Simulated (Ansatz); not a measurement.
## Two states of CuSiNi2S4

```
Cu S Ni Si
1.0
     0.00000    5.25898    0.00000
     5.25898    0.00000    0.00000
     2.62949    2.62949   -5.19915
Cu S Ni Si
1 4 2 1
Direct
  0.00000 0.00000 0.00000
  0.38700 0.38700 0.73600
  0.61300 0.12300 0.26400
  0.87700 0.87700 0.73600
  0.12300 0.61300 0.26400
  0.75000 0.25000 0.50000
  0.25000 0.75000 0.50000
  0.50000 0.50000 0.00000
```

Method: r2SCAN, with U_eff = 2.35 eV on Cu d, U_eff = 4.99 eV on Ni d (all-electron-ortho-atomic projectors); PAW, plane waves to 500 eV, 5×5×5 Γ-centred mesh, tetrahedron occupations (Ansatz 0.2.0), atoms fixed.

State A: Ni6 up, Ni7 up (collinear spin). State B: Ni6 down, Ni7 up (collinear spin).

Question: Compare the two self-consistent states.

Answer: State A is lower by 4.8 meV an atom at zero smearing.

```csv
state,free energy (meV/atom),largest moment in a small sphere (μB),net moment (μB/cell),gap on mesh (eV),pressure (GPa),largest force (eV/Å)
A,0.0,1.57,3.00,0.93,-0.1,2.47
B,4.8,1.59,1.00,0.77,0.0,2.48
```

Origin: a known structure type with other elements, at an estimated volume, so it need not be a known compound. Caveats: empty levels are not fully converged; the state breaks the symmetry of the cell; atoms or cell far from equilibrium; gaps of Fe, Co and Ni magnets come out low on these datasets; forces and stress under tetrahedra may miss the slope of the energy; an odd or shifted mesh can miss the band edges, so this level's true gap may be smaller.
